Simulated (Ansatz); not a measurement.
Ta₄GaSe₈ (space group F-43m)

```
Ta4GaSe8
1.0
    0.00000     5.16871     5.16871
    5.16871     0.00000     5.16871
    5.16871     5.16871     0.00000
Ta Ga Se
4 1 8
Direct
  0.69241   0.10253   0.10253
  0.10253   0.10253   0.10253
  0.10253   0.10253   0.69241
  0.10253   0.69241   0.10253
  0.50000   0.50000   0.50000
  0.41004   0.86332   0.86332
  0.86332   0.86332   0.86332
  0.86332   0.86332   0.41004
  0.86332   0.41004   0.86332
  0.90772   0.36409   0.36409
  0.36409   0.36409   0.36409
  0.36409   0.36409   0.90772
  0.36409   0.90772   0.36409
```

This relaxed cell (volume V₀) is scaled evenly in all directions, its shape held. The atoms relax within the cell's symmetry.

Method: PBEsol (plane waves to 420 eV, PAW, scalar-relativistic; Ansatz, a program for electronic structure). k mesh 7×7×7 (Γ-centred), Fermi-Dirac smearing 0.05 eV. The energy includes the smearing's −TS. Compression counts positive. Spin-orbit coupling is left out, though Ta is heavy. Ta4GaSe8 is run without spin polarisation. Ta4GaSe8 was relaxed with its symmetry unable to fall. ΔE is measured from the relaxed starting cell.

**Question.** What ΔE (kJ/mol of atoms) and P (GPa) does the calculation give at V/V₀ = 0.900, 0.920, 0.980, 1.040, 1.060, 1.100?

**Answer.** 
| V/V₀ | ΔE (kJ/mol of atoms) | P (GPa) |
|---|---|---|
| 0.900 | 6.6 | 11.6 |
| 0.920 | 4.1 | 8.7 |
| 0.980 | 0.2 | 1.8 |
| 1.040 | 0.8 | -2.9 |
| 1.060 | 1.7 | -4.1 |
| 1.100 | 4.3 | -6.1 |

(A scan under strain: stresses follow from slopes of the energy per volume, elastic moduli from its curvatures.)
